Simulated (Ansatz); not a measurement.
A single-point calculation of a 4-atom cell of PbO started from a crystallographic database with Ansatz 0.2.0, at the level PBE. The cell was relaxed with r2SCAN+rVV10 and then strained (uniaxial +1.17 % along z, other directions held), with the atoms relaxed again with r2SCAN+rVV10; k points keep the names of the unstrained zone.

```yaml
crystal:
  lattice:
    - [3.9804039067, 0.0, 0.0]
    - [0.0, 3.9804039067, 0.0]
    - [0.0, 0.0, 5.0594237335]
  atoms:
    - { symbol: Pb, position: [0.0, 0.5, 0.2341924403] }
    - { symbol: Pb, position: [0.5, 0.0, 0.7658075597] }
    - { symbol: O, position: [0.0, 0.0, 0.0] }
    - { symbol: O, position: [0.5, 0.5, 0.0] }
kpoints:
  mp_grid: { grid: [6, 6, 6] }
  band_path:
    path:
      - [0.0, 0.0, 0.0]
      - [0.0, 0.5, 0.0]
      - [0.5, 0.5, 0.0]
      - [0.0, 0.0, 0.5]
      - [0.0, 0.5, 0.5]
      - [0.5, 0.5, 0.5]
      - [-0.072917, -0.067708, 0.0]
    npoints: 1
hamiltonian:
  xc: pbe
scf:
  occupations: { method: fermi_dirac, width: 0.02 }
  n_extra_bands: 5
output:
  forces: true
  stress: true
  eigenvalues: true
```

In the abridged output below, numbers in square brackets stand for lines, or ends of lines, that were taken out.
```
Functional definition: PBE
Crystal: 4 atoms, lattice volume = 80.160 Å³
[1]
Bands: 25, of which v1, the nominal top of the filled ones, is band 20 counted from 1 (19 counted from 0)
Symmetry: 16 space group operations
Space group: P4/nmm (ITA 129)
k-points: 40 of 216
NSCF: frozen V_eff on 7 k-points
SCF converged after 6 iterations
Free energy (F): -24947.064999 eV
[2]
--- Forces (eV/Å), atoms counted from 1 ---
  atom   1  Pb      0.00000      0.00000      0.36223
  atom   2  Pb      0.00000      0.00000    -0.36223
  atom   3  O       0.00000      0.00000      0.00000
  atom   4  O       0.00000      0.00000      0.00000
--- Stress (GPa, compression-positive) ---
[3]
--- Band table (eV; the first three rows and the last of 40) ---
[4]
```

The rows of the band table are 0: (0, 0, 0) = Γ, 1: (0, 0, 1/6), 2: (0, 0, 1/3), 39: (-1/2, -1/2, -1/2) = A.

Q: Fill in the blanks. They hold the stress, the Fermi energy and the band table, cutoff and plane waves at Γ.

A:
```
[1]
Basis set: ecut = 420 eV, 1577 PW (Γ)
[2]
Fermi energy:    9.077592 eV
[3]
        4.536664       0.000000       0.000000
        0.000000       4.536664       0.000000
        0.000000       0.000000       3.572333
  P = ⅓ Tr σ = 4.2152 GPa (42.152 kbar)
[4]
  k-point 0: bands = […, 4.1710, 4.1710, 6.7321, 6.7680, 6.7680, 8.4417, 10.7894, 13.8471, 14.1276, 14.1276, …]
  k-point 1: bands = […, 4.2064, 4.2064, 6.7225, 6.7623, 6.7623, 8.2840, 10.6035, 13.4496, 13.4496, 13.7074, …]
  k-point 2: bands = […, 4.2802, 4.2802, 6.7041, 6.7492, 6.7492, 7.8177, 10.4306, 12.7681, 12.7681, 13.0774, …]
  k-point 39: bands = […, 4.5802, 4.5802, 6.2354, 6.2354, 7.3915, 7.3915, 11.9197, 11.9197, 13.1238, 13.1238, …]
```
Only the leading digits can be foreseen; the rest is this run's record.

Command: `ansatz run input.yaml --threads 4 --pin off --max-ram 5529MiB --backend cpu --events-out ev --progress --plain --runs-dir out`. It took 0.78 s on 4 threads of Intel(R) Xeon(R) 6975P-C (Granite Rapids), with other jobs on the host, load about 0.3 per core; peak host memory 0.47 GiB.

Calculated for a static, non-magnetic cell.

Spin-orbit coupling is left out; in compounds of Pb, Bi, Tl or Hg it can lower a gap by up to about 1 eV, split its edges or invert the bands.
